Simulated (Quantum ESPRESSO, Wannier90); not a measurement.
**SiNi3 (Cu3Au type), plane waves to Wannier functions**

```yaml
crystal:
  lattice:
    - [3.46374, 0.00000, 0.00000]
    - [0.00000, 3.46374, 0.00000]
    - [0.00000, 0.00000, 3.46374]
  atoms:
    - { symbol: Si, position: [0.00000, 0.00000, 0.00000] }
    - { symbol: Ni, position: [0.00000, 0.50000, 0.50000] }
    - { symbol: Ni, position: [0.50000, 0.00000, 0.50000] }
    - { symbol: Ni, position: [0.50000, 0.50000, 0.00000] }
```

Cell from Materials Project (mp-828), symmetrised, no further relaxation. COD (Crystallography Open Database) has an entry of this formula and space group (matched by these alone). Computed values, not measurements, from PBEsol: Quantum ESPRESSO (norm-conserving PseudoDojo potentials, cutoff 79 Ry, no spin polarisation, no spin-orbit coupling) on a Γ-centred 4×4×4 mesh, then Wannier90. Density: 10×10×10 mesh, cold smearing 0.01 Ry. A non-magnetic state is assumed; magnetic ones were not tried.

The lattice is scaled uniformly with fixed fractional positions, and at each scale an atom-like model (Si sp, Ni spd; disentangled, num_iter = 0) is made. Listed is the largest hopping of each kind of orbital pair shown, with the distance of the two functions' centres at scale 1; the mesh was not varied.

| scale | modulus of t, Ni4 px–Ni2 pz at 2.45 Å (eV) | modulus of t, Ni4 px–Ni2 s at 2.45 Å (eV) | modulus of t, Ni4 s–Ni2 s at 2.45 Å (eV) |
|---|---|---|---|
| 0.950 | 2.512 | 1.815 | 1.058 |
| 0.975 | 2.404 | 1.742 | 1.020 |
| 1.000 | 2.290 | 1.655 | 0.978 |
| 1.025 | 2.178 | 1.569 | 0.936 |
| 1.050 | 2.071 | 1.491 | 0.896 |

Problem. With |t| ∝ d^(−η), find η for each hopping from the ends of the series.

Solution. 
- Ni4 px–Ni2 pz at 2.45 Å: η = −ln(2.071/2.512)/ln(1.050/0.950) = 1.9
- Ni4 px–Ni2 s at 2.45 Å: η = −ln(1.491/1.815)/ln(1.050/0.950) = 2.0
- Ni4 s–Ni2 s at 2.45 Å: η = −ln(0.896/1.058)/ln(1.050/0.950) = 1.7
Harrison's rules would take η = 2.0, 2.0, 2.0 for these pairs; they describe atomic orbitals, while these are orthogonalised and change shape with the volume.
